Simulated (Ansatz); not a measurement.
SiRu (CsCl type, space group No. 221) under volume change, PBEsol (plane waves, PAW; program Ansatz), scaled uniformly.

```json
[
 {"V (Å³/atom)": "11.209", "E − E(relaxed) (meV/atom)": "103.1", "P (GPa)": "32.61"},
 {"V (Å³/atom)": "11.578", "E − E(relaxed) (meV/atom)": "43.1", "P (GPa)": "19.81"},
 {"V (Å³/atom)": "11.948", "E − E(relaxed) (meV/atom)": "[?]", "P (GPa)": "[?]"},
 {"V (Å³/atom)": "12.317", "E − E(relaxed) (meV/atom)": "0.0", "P (GPa)": "0.00"},
 {"V (Å³/atom)": "12.687", "E − E(relaxed) (meV/atom)": "9.0", "P (GPa)": "-7.60"},
 {"V (Å³/atom)": "13.056", "E − E(relaxed) (meV/atom)": "[?]", "P (GPa)": "[?]"},
 {"V (Å³/atom)": "13.426", "E − E(relaxed) (meV/atom)": "73.2", "P (GPa)": "-19.45"}
]
```

**Question.** What belongs in the gaps?

**Answer.** 
- 11.948, E − E(relaxed) (meV/atom): 10.1
- 11.948, P (GPa): 9.06
- 13.056, E − E(relaxed) (meV/atom): 34.3
- 13.056, P (GPa): -14.12

**Question.** What does a third-order Birch–Murnaghan fit give for V₀, B₀ and B′?

**Answer.** V₀ = 12.32 Å³/atom, B₀ = 277 GPa, B′ = 4.7.

Space group Pm-3m (CsCl type). The workflow started from a Materials Project entry (that database holds measured and hypothetical structures alike); the Crystallography Open Database copy checked does not list it. Its standing as an ambient phase is unchecked. The PBEsol relaxation kept the symmetry of its start; its stability against distortions is not shown here. The run is not spin-polarised. Spin–orbit coupling is left out wherever it is not named.

Potentials: the earlier of the program's two PAW sets. The files were generated under PBE; for other functionals the program regenerates the frozen cores, and for LDA and PBEsol the local potential too.
